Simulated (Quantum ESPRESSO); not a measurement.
## Pd3CuIr2NbAl (input and log of a self-consistent run)

Simulated, not a measurement. The program is pw.x of Quantum ESPRESSO 7.5 (plane-wave density functional theory). The cell is made up: eight metal atoms on a hexagonal close-packed lattice, with elements, volume, strain and displacements drawn at random and not relaxed, so it may be unstable or far from any real phase. PseudoDojo standard norm-conserving files set the functional (PBE unless stated); there is no spin polarisation or spin-orbit coupling, the Fermi-Dirac width of 0.25 eV means electrons at about 2900 K, and the masses in the input are unused placeholders. The copper pseudopotential is less sure than most, with forces differing by about three percent and pressure by about two GPa from a second method on plain copper. Heavy elements are run without spin-orbit coupling, which real alloys of them have. A spin test at this wide smearing found no moment, but such smearing suppresses magnetism that the real alloy may have.

Input:

```
&control calculation='scf', pseudo_dir='./dojo.nc.sr.pbe.v0_5.standard.upf', outdir='./o', disk_io='minimal', tprnfor=.true., tstress=.true. /
&system ibrav=0, nat=8, ntyp=5, nbnd=78, ecutwfc=92.02030273, nosym=.true., tot_charge=0,
 occupations='smearing', smearing='fd', degauss=0.0183746611
/
&electrons conv_thr=1.470e-08, electron_maxstep=70, mixing_beta=0.5 /
ATOMIC_SPECIES
Al 1.0 Al.upf
Cu 1.0 Cu.upf
Ir 1.0 Ir.upf
Nb 1.0 Nb.upf
Pd 1.0 Pd.upf
CELL_PARAMETERS angstrom
2.5971 -0.0415 4.3235
2.6896 0.043 -4.3804
-2.6421 4.7317 -0.0166
ATOMIC_POSITIONS angstrom
Pd -0.0611 -0.0697 0.0298
Cu -1.3267 2.3311 -0.079
Ir 2.5656 1.5544 -2.2665
Pd 1.3761 3.9817 -2.1697
Nb 2.6459 0.1106 -0.028
Ir 1.3212 2.4036 -0.0688
Pd 2.5812 1.5273 2.0924
Al 1.3513 3.9159 2.0711
K_POINTS automatic
6 6 5 1 1 1
```

The log is shortened where brackets say so; the opening notice, blank lines, dates and the lines on written files are dropped, and the path of the files is cut. It prints rydbergs, bohrs and kilobars, and counts compression as positive stress. Its total energy is the free energy E - TS of the whole cell.

```
     Program PWSCF v.7.5
     Parallel version (MPI & OpenMP), running on       4 processor cores
     Number of MPI processes:                 4
     Threads/MPI process:                     1
     [start-up lines left out]
     bravais-lattice index     =            0
     lattice parameter (alat)  =       9.5313  a.u.
     unit-cell volume          =     734.6177 (a.u.)^3
     number of atoms/cell      =            8
     number of atomic types    =            5
     number of electrons       =       123.00
     number of Kohn-Sham states=           78
     kinetic-energy cutoff     =      92.0203  Ry
     charge density cutoff     =     368.0812  Ry
     scf convergence threshold =      1.5E-08
     mixing beta               =       0.5000
     number of iterations used =            8  plain     mixing
     Exchange-correlation= PBE
                           (   1   4   3   4   0   0   0)
     [axes and pseudopotential details left out]
   Cartesian axes
     site n.     atom                  positions (alat units)
         1        Pd     tau(   1) = (  -0.0121140  -0.0138191   0.0059083  )
         2        Cu     tau(   2) = (  -0.2630390   0.4621770  -0.0156630  )
         3        Ir     tau(   3) = (   0.5086703   0.3081841  -0.4493690  )
         4        Pd     tau(   4) = (   0.2728333   0.7894342  -0.4301769  )
         5        Nb     tau(   5) = (   0.5245910   0.0219282  -0.0055514  )
         6        Ir     tau(   6) = (   0.2619485   0.4765512  -0.0136407  )
         7        Pd     tau(   7) = (   0.5117632   0.3028111   0.4148510  )
         8        Al     tau(   8) = (   0.2679163   0.7763883   0.4106279  )
     number of k points=    90  Fermi-Dirac smearing, width (Ry)=  0.0184
                       cart. coord. in units 2pi/alat
        k(    1) = (   0.1589903   0.1953847   0.0035865), wk =   0.0222222
        k(    2) = (   0.1589521   0.4085599   0.0056557), wk =   0.0222222
     [further k points left out]
     Dense  grid:    87631 G-vectors     FFT dimensions: (  60,  60,  64)
     Estimated max dynamical RAM per process >     476.43 MB
     Estimated total dynamical RAM >       1.80 GB
     Initial potential from superposition of free atoms
     starting charge     122.9941, renormalised to     123.0000
     Starting wfcs are   71 randomized atomic wfcs +    7 random wfcs
     total cpu time spent up to now is       14.6 secs
     per-process dynamical memory:   395.5 Mb
     Self-consistent Calculation
     iteration #  1     ecut=    92.02 Ry     beta= 0.50
     Davidson diagonalization with overlap
     ethr =  1.00E-02,  avg # of iterations =  3.2
     total cpu time spent up to now is       57.9 secs
     total energy              =   -1777.03839663 Ry
     estimated scf accuracy    <       8.91136167 Ry
     iteration #  2     ecut=    92.02 Ry     beta= 0.50
     Davidson diagonalization with overlap
     ethr =  7.25E-03,  avg # of iterations =  2.3
     total cpu time spent up to now is      100.6 secs
     total energy              =   -1779.15465329 Ry
     estimated scf accuracy    <      29.55500906 Ry
     iteration #  3     ecut=    92.02 Ry     beta= 0.50
     Davidson diagonalization with overlap
     ethr =  7.25E-03,  avg # of iterations =  2.0
     total cpu time spent up to now is      137.1 secs
     total energy              =   -1781.86789045 Ry
     estimated scf accuracy    <       3.98785206 Ry
     iteration #  4     ecut=    92.02 Ry     beta= 0.50
     Davidson diagonalization with overlap
     ethr =  3.24E-03,  avg # of iterations =  1.1
     total cpu time spent up to now is      169.6 secs
     total energy              =   -1782.02746809 Ry
     estimated scf accuracy    <       0.55542239 Ry
     iteration #  5     ecut=    92.02 Ry     beta= 0.50
     Davidson diagonalization with overlap
     ethr =  4.52E-04,  avg # of iterations =  2.1
     total cpu time spent up to now is      204.3 secs
     total energy              =   -1782.09210137 Ry
     estimated scf accuracy    <       0.03290661 Ry
     [iterations 6 to 10 left out]
     iteration # 11     ecut=    92.02 Ry     beta= 0.50
     Davidson diagonalization with overlap
     ethr =  1.51E-07,  avg # of iterations =  1.2
     total cpu time spent up to now is      424.4 secs
     total energy              =   -1782.10191078 Ry
     estimated scf accuracy    <       0.00005543 Ry
     iteration # 12     ecut=    92.02 Ry     beta= 0.50
     Davidson diagonalization with overlap
     ethr =  4.51E-08,  avg # of iterations =  2.0
     total cpu time spent up to now is      460.0 secs
     total energy              =   -1782.10191845 Ry
     estimated scf accuracy    <       0.00000243 Ry
     iteration # 13     ecut=    92.02 Ry     beta= 0.50
     Davidson diagonalization with overlap
     ethr =  1.98E-09,  avg # of iterations =  3.4
     total cpu time spent up to now is      499.9 secs
     total energy              =   -1782.10191882 Ry
     estimated scf accuracy    <       0.00000008 Ry
     iteration # 14     ecut=    92.02 Ry     beta= 0.50
     Davidson diagonalization with overlap
     ethr =  6.27E-11,  avg # of iterations =  3.5
     total cpu time spent up to now is      546.3 secs
     total energy              =   -1782.10191883 Ry
     estimated scf accuracy    <       0.00000005 Ry
     iteration # 15     ecut=    92.02 Ry     beta= 0.50
     Davidson diagonalization with overlap
     ethr =  3.66E-11,  avg # of iterations =  1.8
     total cpu time spent up to now is      583.0 secs
     End of self-consistent calculation
     [lines on levels left out]
!    total energy              =   -1782.10191883 Ry
     estimated scf accuracy    <       0.00000001 Ry
     smearing contrib. (-TS)   =      -0.08688438 Ry
     internal energy E=F+TS    =   -1782.01503445 Ry
     The total energy is F=E-TS. E is the sum of the following terms:
     one-electron contribution =    -628.64035404 Ry
     hartree contribution      =     399.13761681 Ry
     xc contribution           =    -290.11679507 Ry
     ewald contribution        =   -1262.39550215 Ry
     convergence has been achieved in  15 iterations
     Forces acting on atoms (cartesian axes, Ry/au):
     atom    1 type  5   force =     0.07045508    0.02776502   -0.00683444
     atom    2 type  2   force =     0.00680479    0.03702529   -0.00457922
     atom    3 type  3   force =     0.02405006    0.01872520    0.03026231
     atom    4 type  5   force =    -0.01448398   -0.04603358   -0.06181746
     atom    5 type  4   force =    -0.02507074   -0.00948378   -0.03759126
     atom    6 type  3   force =    -0.04304307   -0.01611135    0.03623923
     atom    7 type  5   force =    -0.00455454    0.03144049    0.02293090
     atom    8 type  1   force =    -0.01415760   -0.04332730    0.02138994
     Total force =     0.157614     Total SCF correction =     0.000262
     Computing stress (Cartesian axis) and pressure
          total   stress  (Ry/bohr**3)                   (kbar)     P=      252.29
   0.00179957   0.00010625   0.00048229          264.73       15.63       70.95
   0.00010625   0.00130726   0.00013645           15.63      192.31       20.07
   0.00048229   0.00013645   0.00203835           70.95       20.07      299.85
     init_run     :     13.75s CPU     14.38s WALL (       1 calls)
     electrons    :    556.21s CPU    568.38s WALL (       1 calls)
     forces       :      5.23s CPU      5.29s WALL (       1 calls)
     stress       :     18.59s CPU     18.65s WALL (       1 calls)
     [timing details left out]
     PWSCF        :   9m54.14s CPU  10m 7.09s WALL
     JOB DONE.
```

In other units: free energy -24246.732 eV for the cell, pressure 25.23 GPa, largest force component 1.811 eV/Å in size. The run took 609 s of wall time with four MPI processes on a shared machine (Intel Xeon, older, virtual cores), so the time is rough. A rerun of this cell at a higher cutoff and on a denser mesh moved values by no more than 0.003 eV in energy, 0.07 GPa in stress and 0.004 eV/Å in force, and a second program with other atomic files agreed on that cell to 2 % rms in force and 0.5 GPa in pressure.